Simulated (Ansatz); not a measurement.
The relaxed structure here is a generated cell of As: the first start was made by placing the elements on the sites of a structure type, and the end was not matched to a known phase here, so it may be hypothetical. Known forms of As include space group No. 166.

A relaxed structure of As. Space group Pm-3m (No. 221), AFLOW prototype A_cP1_221_a (A_h). The numbers are results of PBEsol (plane waves to 420 eV, PAW, scalar-relativistic; Ansatz, an electronic-structure program), not measurements.

```xyz
1
Lattice="2.6897 0.0000 0.0000 0.0000 2.6897 0.0000 0.0000 0.0000 2.6897" Properties=species:S:1:pos:R:3 pbc="T T T"
As     1.3449     1.3449     1.3449
```

- Volume per atom = 19.46 Å³
- Band gap = no gap (metallic)
- Shortest distances = As–As 2.69 Å
- k-mesh = 17×17×17

Band energies at high-symmetry points (eV from the Fermi level; labels of this space group; no spin-orbit coupling), from −5 eV up to 2.0 eV:

```json
[
 {"point": "Γ", "energies": "–"},
 {"point": "X", "energies": "–"},
 {"point": "M", "energies": "-4.36 -4.36"},
 {"point": "R", "energies": "-4.85 -1.86 -1.86 -1.86"}
]
```

No spin polarisation in the result. The relaxed primitive cell holds an odd number of electrons. A magnetic state may lie lower.

The run could not lose the symmetry of its start, so the end can be a saddle point.
